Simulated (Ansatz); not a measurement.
Given:

KMgF$_{3}$:
```yaml
crystal:
  lattice:
    - [4.05404, 0.00000, 0.00000]
    - [0.00000, 4.05404, 0.00000]
    - [0.00000, 0.00000, 4.05404]
  atoms:
    - { symbol: K, position: [0.50000, 0.50000, 0.50000] }
    - { symbol: Mg, position: [0.00000, 0.00000, 0.00000] }
    - { symbol: F, position: [0.00000, 0.50000, 0.00000] }
    - { symbol: F, position: [0.50000, 0.00000, 0.00000] }
    - { symbol: F, position: [0.00000, 0.00000, 0.50000] }
```

This is the PBE-relaxed structure.

Problem. All from PBE in the plane-wave PAW code Ansatz, unless another level is named. Predict the electron effective mass.

Solution. 0.52 mₑ (isotropic).

Problem. Predict the weight of the conduction-edge state by species (Voronoi cells).

Solution. F 61 %, K 21 %, Mg 18 %.

Problem. Predict the valence-band maximum.

Solution. at R.

Problem. Predict the weight of the valence-edge state by species (Voronoi cells).

Solution. F 99 %.

Space group Pm-3m (cubic perovskite). The cell was relaxed with PBE under the symmetry of its start.

Potentials: the later of the program's two PAW sets.

Edges and masses are those of Kohn–Sham bands, whose gap is no quasiparticle gap.
